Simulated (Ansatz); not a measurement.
Data:

Cs3Bi2:
```
CELL_PARAMETERS angstrom
      5.07080     5.26935     0.00000
     -5.07080     5.26935     0.00000
     -2.71085     0.00000     9.90624
ATOMIC_POSITIONS crystal
  Bi 0.88097 0.69184 0.16230
  Bi 0.69184 0.88097 0.33770
  Bi 0.11903 0.30816 0.83770
  Bi 0.30816 0.11903 0.66230
  Cs 0.75568 0.33873 0.48112
  Cs 0.33873 0.75568 0.01888
  Cs 0.24432 0.66127 0.51888
  Cs 0.66127 0.24432 0.98112
  Cs 0.15517 0.15517 0.25000
  Cs 0.84483 0.84483 0.75000
```

This is the r²SCAN-relaxed structure.

Task: All from r²SCAN (plane waves, PAW; program Ansatz), unless another level is named. Predict the density of states at the Fermi level.

Result: 2.1 states/eV per atom (mean over ±0.08 eV).

Task: What about the formation energy from the elements (no fitted shifts)?

Result: -0.50 eV/atom.

Space group C2/c. The workflow started from an entry of the Crystallography Open Database (COD, 293 K). Its standing as an ambient phase is unchecked. Symmetry was held in the r²SCAN relaxation; its stability against distortions is not shown here. The references are the lowest solids computed at this level, not always the standard phases. Spin–orbit coupling is left out wherever it is not named.

Potentials: the later of the program's two PAW sets.
